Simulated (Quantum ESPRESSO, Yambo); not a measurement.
**G0W0 results for ZnS at +2 % isotropic strain**

```cif
data_SZn
_chemical_formula_sum 'S1 Zn1'
_space_group_name_H-M_alt 'P 1'
_space_group_IT_number 1
_cell_length_a 3.86270
_cell_length_b 3.86270
_cell_length_c 3.86270
_cell_angle_alpha 60.000
_cell_angle_beta 60.000
_cell_angle_gamma 60.000
loop_
_space_group_symop_operation_xyz
  'x, y, z'
loop_
_atom_site_label
_atom_site_type_symbol
_atom_site_fract_x
_atom_site_fract_y
_atom_site_fract_z
_atom_site_occupancy
S1 S 0.75000 0.75000 0.75000 1
Zn1 Zn 0.00000 0.00000 0.00000 1
```

The PBEsol cell relaxed from Materials Project entry mp-10695 was given an isotropic strain of +2 % on all lattice vectors, and the atoms were relaxed again.

Starting point: norm-conserving PBEsol (Quantum ESPRESSO, 84 Ry, without SOC). G0W0 in Yambo: 4×4×4 Γ-centred k mesh, bands 5 to 151 and a 14 Ry block in the screening, 151 bands in G with the Bruneval-Gonze terminator, plasmon pole fitted at 27.2 eV.

- PBEsol gap along the band path: 1.84 eV
- PBEsol gap between the mesh's edge points (Γ → Γ): 1.84 eV
- G0W0 gap between the same points: 3.14 eV

| k point | band | E PBEsol (eV) | E QP (eV) | shift (eV) | Z |
|---|---|---|---|---|---|
| Γ | VB | 0.00 | -1.08 | -1.08 | 0.79 |
| Γ | CB | 1.84 | 2.07 | 0.23 | 0.81 |
| L | VB | -0.83 | -1.93 | -1.10 | 0.78 |
| L | CB | 3.13 | 3.47 | 0.34 | 0.81 |
| W | VB | -2.63 | -3.82 | -1.19 | 0.78 |
| W | CB | 5.56 | 5.77 | 0.21 | 0.81 |

Energies count from the PBEsol valence-band maximum.

Convergence of the G0W0 settings was not tested.
